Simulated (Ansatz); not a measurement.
Cu3Sn:
```cif
data_Cu6Sn2
_chemical_formula_sum 'Cu6 Sn2'
_space_group_name_H-M_alt 'P 1'
_space_group_IT_number 1
_cell_length_a 4.27933
_cell_length_b 5.47994
_cell_length_c 4.78388
_cell_angle_alpha 90.000
_cell_angle_beta 90.000
_cell_angle_gamma 90.000
loop_
_space_group_symop_operation_xyz
  'x, y, z'
loop_
_atom_site_label
_atom_site_type_symbol
_atom_site_fract_x
_atom_site_fract_y
_atom_site_fract_z
_atom_site_occupancy
Cu1 Cu 0.50000 0.00000 0.29854 1
Cu2 Cu 0.00000 0.50000 0.70146 1
Cu3 Cu 0.00000 0.75329 0.15512 1
Cu4 Cu 0.00000 0.24671 0.15512 1
Cu5 Cu 0.50000 0.74671 0.84488 1
Cu6 Cu 0.50000 0.25329 0.84488 1
Sn1 Sn 0.50000 0.50000 0.34267 1
Sn2 Sn 0.00000 0.00000 0.65733 1
```

Relaxed with r²SCAN.

Q: Which orbitals make up the states near the Fermi level in plane-wave PAW r²SCAN (Ansatz code)?

A: Within 0.5 eV of the Fermi level: Sn 5p 42 %, Cu 3d 25 %, Cu 4s 13 %, Sn 5s 6 %, outside the projected shells 13 %. Projections are on Löwdin-orthogonalised atomic valence shells; empty p or d shells of many metals are not among them.

Q: Tabulate the density of states.

A: States/eV per cell of 8 atoms, in 0.25 eV bins, energy from the Fermi level.

```csv
E (eV),total,Cu 3d,Sn 5p,Cu 4s
-7.85,0.09,0.01,0.04,0.04
-7.60,0.32,0.03,0.13,0.14
-7.35,0.69,0.07,0.29,0.28
-7.10,1.51,0.20,0.63,0.55
-6.85,2.46,0.43,0.98,0.81
-6.60,3.11,0.67,1.24,0.91
-6.35,2.50,0.71,0.93,0.60
-6.10,2.21,0.73,0.77,0.48
-5.85,2.75,1.04,0.93,0.56
-5.60,2.69,1.16,0.88,0.49
-5.35,3.48,1.79,1.03,0.53
-5.10,4.88,2.90,1.19,0.67
-4.85,8.19,5.80,1.39,0.84
-4.60,12.31,10.03,1.43,0.70
-4.35,15.06,13.60,0.80,0.48
-4.10,24.58,22.79,0.97,0.45
-3.85,19.55,18.33,0.70,0.24
-3.60,21.83,20.76,0.68,0.15
-3.35,23.48,22.35,0.70,0.18
-3.10,25.09,24.41,0.33,0.18
-2.85,33.03,32.14,0.37,0.21
-2.60,25.46,24.54,0.36,0.27
-2.35,15.08,13.89,0.55,0.35
-2.10,5.00,3.77,0.66,0.31
-1.85,4.31,2.87,0.83,0.31
-1.60,3.92,2.26,0.96,0.33
-1.35,3.34,1.64,0.96,0.32
-1.10,3.17,1.36,1.01,0.36
-0.85,3.11,1.18,1.08,0.40
-0.60,2.75,0.92,1.02,0.37
-0.35,2.23,0.65,0.89,0.29
-0.10,2.09,0.54,0.86,0.28
0.15,1.96,0.45,0.83,0.27
0.40,1.77,0.36,0.79,0.23
0.65,1.41,0.26,0.65,0.17
0.90,1.11,0.19,0.49,0.16
1.15,1.26,0.20,0.45,0.28
1.40,1.86,0.26,0.42,0.61
1.65,2.45,0.30,0.52,0.91
1.90,2.35,0.26,0.46,0.93
2.15,2.43,0.23,0.46,0.98
2.40,2.92,0.25,0.63,1.09
2.65,2.60,0.20,0.56,0.99
2.90,2.56,0.18,0.54,1.01
3.15,2.90,0.19,0.62,1.12
3.40,2.71,0.15,0.57,1.04
3.65,2.76,0.14,0.58,1.05
3.90,2.94,0.14,0.63,1.07
4.15,3.00,0.12,0.62,1.06
4.40,3.14,0.11,0.66,1.08
4.65,3.00,0.10,0.61,0.92
```

Space group Pmmn. The workflow started from a Materials Project entry (that database holds measured and hypothetical structures alike); the Crystallography Open Database files this formula in space group No. 59, but the cells were not matched. Whether it is the stable phase at ambient conditions was not checked. Symmetry was held in the r²SCAN relaxation; whether a distortion lowers the energy is not shown. No spin polarisation was allowed. Scalar-relativistic: spin–orbit coupling is off unless named, which matters more the heavier the elements.

Potentials: the later of the program's two PAW sets.
